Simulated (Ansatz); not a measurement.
Si₂BN in space group R3m (No. 160; B on 3a, N on 3a, Si on 3a, Si on 3a), r²SCAN in the plane-wave PAW code Ansatz, all energies at zero smearing, with the estimated change up to a 700 eV cutoff added, with one set of potentials and settings (totals compare only within such a set). Cell of 4 atoms (1 B, 1 N, 2 Si): -1819.323 eV.

| element | reference phase | E (eV/atom) |
|---|---|---|
| B | R-3m, 12 atoms in the cell | -156.5545 |
| N | Pa-3, 8 atoms in the cell | -384.8341 |
| Si | Fd-3m, 2 atoms in the cell | -639.0665 |

Formation energy per atom, worked out: (-1819.323 − 1×(-156.5545) − 1×(-384.8341) − 2×(-639.0665))/4 = 0.050 eV/atom (5 kJ per mol of atoms), at 0 K, without zero-point energy or fitted corrections.

The start of the workflow was typed in or built on a structure type; neither database checked (COD, Materials Project) lists it. Whether it is the stable phase at ambient conditions was not checked. The r²SCAN relaxation kept the symmetry of its start; its stability against distortions is not shown here. The references are the lowest solids computed at this level, not always the standard phases (solids in place of the gases).

Potentials: the earlier of the program's two PAW sets. The files were generated under PBE; for other functionals the program regenerates the frozen cores, and for LDA and PBEsol the local potential too.
